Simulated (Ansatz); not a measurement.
# Convergence test, NaLi3

The calculation used Ansatz 0.2.0, DFT PBEsol, scalar-relativistic, plane waves, PAW.

```
Na Li
1.0
    -2.33784    2.27870    4.71526
     2.27021   -2.31888    4.70159
     2.39592    2.37696   -4.73528
Na Li
1 3
Cartesian
  0.0843 -0.0347 0.2004
  -0.0377 2.3396 2.3405
  2.2506 -0.0457 2.4021
  -0.1440 -0.1073 4.7043
```

```json
{
 "Γ-centred k-mesh": "8×8×8",
 "occupation rule": "Gaussian smearing, 0.1 eV",
 "spin treatment": "unpolarised",
 "valence charge of the PAW sets": "Na 9, Li 3"
}
```

The atoms stay fixed while the plane-wave cutoff is varied. ΔE is the energy extrapolated to zero smearing, less that of the reference run (600 eV). The cell was strained and its atoms displaced at random, so that forces don't vanish. Pressure is positive in compression and holds a correction for the finite cutoff (Pulay stress).

(1) Tried: 200, 250, 300, 350, 420, 600 eV. From which plane-wave cutoff on does the energy per atom stay within 100, 10 and 1 meV of the reference?

Results:

(1) 300 for 100 meV, 350 for 10 meV, 350 for 1 meV. The reference itself isn't shown to be converged. At 350 eV, where the energy is within 10 meV, force components already agree to within 0.001 eV/Å, where the largest force is 0.303 eV/Å.

| cutoff (eV) | ΔE (meV/atom) | P (GPa) | largest change of a force component (eV/Å) | plane waves at Γ |
| --- | --- | --- | --- | --- |
| 200 | 904 | -0.47 | 0.009 | 665 |
| 250 | 126 | -0.45 | 0.004 | 927 |
| 300 | 13.2 | -0.46 | 0.001 | 1211 |
| 350 | 0.95 | -0.46 | 0.000 | 1513 |
| 420 | 0.22 | -0.46 | 0.000 | 2025 |
| 600 | 0.00 | -0.46 | 0.000 | 3433 |